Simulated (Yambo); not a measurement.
Yambo run on a free-standing PtS2 monolayer (symmetry P-3m1, slab cell 15.5 Å high). The wavefunctions are norm-conserving PBE (Quantum ESPRESSO, 84 Ry, without SOC) ones on a 6×6×1 mesh (15 occupied bands); a = 3.5401 Å, b = 3.5401 Å, c = 15.5000 Å, α = 90.00°, β = 90.00°, γ = 120.00°.

Yambo input:

```
rim_cut
gw0
dyson
el_el_corr
HF_and_locXC
ppa
em1d
rim_w
RandQpts= 1000000
RandGvec= 2 Ry
CUTGeo= "slab z"
EXXRLvcs= 84 Ry
VXCRLvcs= 336 Ry
Chimod= "HARTREE"
% BndsRnXp
 5 | 114 |
%
NGsBlkXp= 6 Ry
% LongDrXp
 1.0 | 1.0 | 0.0 |
%
RandGvecW= 1000 mRy
PPAPntXp= 27.2114 eV
% GbndRnge
 1 | 114 |
%
GTermKind= "none"
DysSolver= "n"
ExtendOut
% QPkrange
 2 | 2 | 15 | 16 |
 5 | 5 | 15 | 15 |
%
```

k points by index: 2 = (0, 0.167), 5 = (0.167, 0.167).

Table of the .qp output:

```
#    K-point    Band    Eo [eV]    E [eV]    E-Eo [eV]    Vxc [eV]    Vnlxc [eV]    Sc|Eo [eV]    Sc|E [eV]    dSc/dw|Eo [eV]    Re(Z)    Im(Z)
#
    2    15    -0.005012    -0.158664    -0.153652    -16.61331    -19.59834    2.778318    2.831383    -9.380366    0.743635    -0.003145
    2    16    2.079584    3.080798    1.001214    -16.05796    -12.64934    -2.073804    -2.407408    -9.064186    0.750116    -0.003177
    5    15    0.000000    -0.260584    -0.260584    -15.16843    -17.80424    2.284730    2.375230    -9.440479    0.742415    -0.003177
```
(The two width columns are left out.) Convergence of these settings isn't established.

Geometry relaxed with PBE+D3(BJ).
